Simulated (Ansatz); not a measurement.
## Elastic constants of Ti at 18 GPa (stress–strain coefficients): input and output

These are results of DFT LDA, scalar-relativistic, plane waves, PAW in Ansatz, not measurements.

Launched with:
```bash
ansatz run input.yaml --threads 1 --pin off --max-ram 3072MiB --backend cpu --events-out ev --progress --plain --runs-dir out
```

Input (bare energies are in eV):
```yaml
crystal:
  lattice:
    - [0.0, 1.9243470528, 1.9243470528]
    - [1.9243470528, 0.0, 1.9243470528]
    - [1.9243470528, 1.9243470528, 0.0]
  atoms:
    - { symbol: Ti, position: [0.0, 0.0, 0.0] }
basis:
  ecutwfc: 420
kpoints:
  mp_grid: { grid: [20, 20, 20] }
hamiltonian:
  xc: lda
scf:
  occupations: { method: fermi_dirac, width: 0.15 }
output:
  forces: true
  stress: true
  eigenvalues: true
elastic:
  mode: relaxed_ion
  amplitude: 0.005
```

From the output:
```
--- Elastic constants: 2 strain directions × 4 members + reference (group order 48) ---
  dense FFT box of the reference and of every strained cell: 20×20×20
  strains applied: 11, 23; error gains: componentwise 1.00 (the most a stress slope's error grows in a printed constant), spectral 1.73 (1 for all six strains in a standard setting)
  C = ∂σ_k/∂η_j (tension-positive GPa; Voigt order 11 22 33 23 13 12):
       181.114    173.390    173.390      0.000      0.000     -0.000
       173.390    181.114    173.390     -0.000     -0.000     -0.000
       173.390    173.390    181.114     -0.000     -0.000      0.000
        -0.000      0.000      0.000     64.955     -0.000     -0.000
         0.000     -0.000      0.000      0.000     64.955      0.000
        -0.000      0.000     -0.000      0.000     -0.000     64.955
  reference stress σ⁰ (GPa):    -18.000    -18.000    -18.000     -0.000      0.000     -0.000
  C* (energy form; C + prestress term) asymmetry max|C*_kj − C*_jk| = 5.684e-14 GPa — a small one proves nothing (zero by symmetry where the batch's group is 432, −43m or m−3m); a large one is finite-difference/SCF noise where every solve ...
  moduli (Voigt/Reuss/Hill, GPa): K = 175.97/175.97/175.97   G = 40.52/8.86/24.69   E = 70.76   ν = 0.433
  mechanically stable: yes (min eigenvalue of sym C = 7.72 GPa)
  strain η (Voigt 11):  stress-route row diagonal C_11 = 181.11 GPa, energy-path curvature d²(F+E_count+ΔE)/dδ²/Ω₀ = 181.12 GPa
    cells at ±δ against ±2δ: C21 173.40 and 173.43 GPa, apart by 0.02 % of the column's largest entry
         δ    σ_11 (GPa) F (eV) n_scf n_hpsi n_pw
    -1.000e-2     -19.8405       -2450.1965795       7  123135    291   relax 0 steps, max|allowed force component| 0.00e0 eV/Å
    -5.000e-3     -18.9131       -2450.2051972       4  106467    291   relax 0 steps, max|allowed force component| 0.00e0 eV/Å
     5.000e-3     -17.1020       -2450.2212108       4   99639    295   relax 0 steps, max|allowed force component| 0.00e0 eV/Å
     1.000e-2     -16.2185       -2450.2286202       6  110374    295   relax 0 steps, max|allowed force component| 0.00e0 eV/Å
  strain η (Voigt 23):  stress-route row diagonal C_44 = 64.96 GPa, energy-path curvature d²(F+E_count+ΔE)/dδ²/Ω₀ = 73.97 GPa
    cells at ±δ against ±2δ: C44 64.93 and 64.84 GPa, apart by 0.13 % of the column's largest entry
         δ    σ_23 (GPa) F (eV) n_scf n_hpsi n_pw
    -1.000e-2      -0.6484       -2450.2130764       7  227042    292   relax 0 steps, max|allowed force component| 0.00e0 eV/Å
    -5.000e-3      -0.3246       -2450.2133229       4  180144    292   relax 0 steps, max|allowed force component| 0.00e0 eV/Å
     5.000e-3       0.3246       -2450.2133229       4  178739    292   relax 0 steps, max|allowed force component| 0.00e0 eV/Å
     1.000e-2       0.6484       -2450.2130764       5  194863    292   relax 0 steps, max|allowed force component| 0.00e0 eV/Å
```

Time: 52 s on 1 thread of Intel(R) Xeon(R) Platinum 8488C (Sapphire Rapids), with other jobs on the host, peak memory 0.57 GiB.

In a metal, frequencies and elastic constants depend on the k mesh and the smearing, soft modes and shear constants most. Other phases may be more stable at this pressure.

The least eigenvalue is 7.7 GPa; in a metal on this mesh the verdict on stability isn't firm within about 20 GPa or a tenth of the bulk modulus.

This fcc form isn't the element's structure at ambient conditions.